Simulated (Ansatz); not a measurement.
Space group Im-3m (No. 229). a = 5.701 Å, b = 5.701 Å, c = 5.701 Å, α = 90.00°, β = 90.00°, γ = 90.00°
| atom | site | symmetry | x | y | z |
| --- | --- | --- | --- | --- | --- |
| Fe | 6b | 4/mm.m | 0.5000 | 0.0000 | 0.0000 |
| Fe | 8c | .-3m | 0.2500 | 0.2500 | 0.7500 |
| Co | 2a | m-3m | 0.0000 | 0.0000 | 0.0000 |

Equation of state of this Fe7Co structure (not necessarily the ground state), with shape and atoms relaxed at each volume where symmetry leaves them free. It has no gap at any of these volumes. Theory: DFT r2SCAN, scalar-relativistic, plane waves, PAW (Ansatz).

Settings: cutoff 500 eV, Γ-centred mesh 10×10×10 on the computed 8-atom cell, Gaussian smearing of 0.10 eV; collinear spin.

```csv
V (Å³/atom),E − E(largest V) (meV/atom),P (GPa)
10.192,59.24,29.97
10.539,5.65,20.19
10.887,-29.74,13.08
11.234,-50.94,6.47
11.581,-57.98,0.01
11.929,-51.53,-5.48
12.276,-34.78,-9.68
12.740,0.00,-13.77
```

**Question.** Fit a third-order Birch–Murnaghan equation to E(V).

**Answer.** V0 = 11.59 Å³/atom, B0 = 185 GPa, B0' = 3.3.

The state reached may not be the lowest one. Only parallel moments were tried here.

Cost: 8 runs of about 44 core-minutes in all, on AMD EPYC 7R43 (Zen 3) (shared hosts).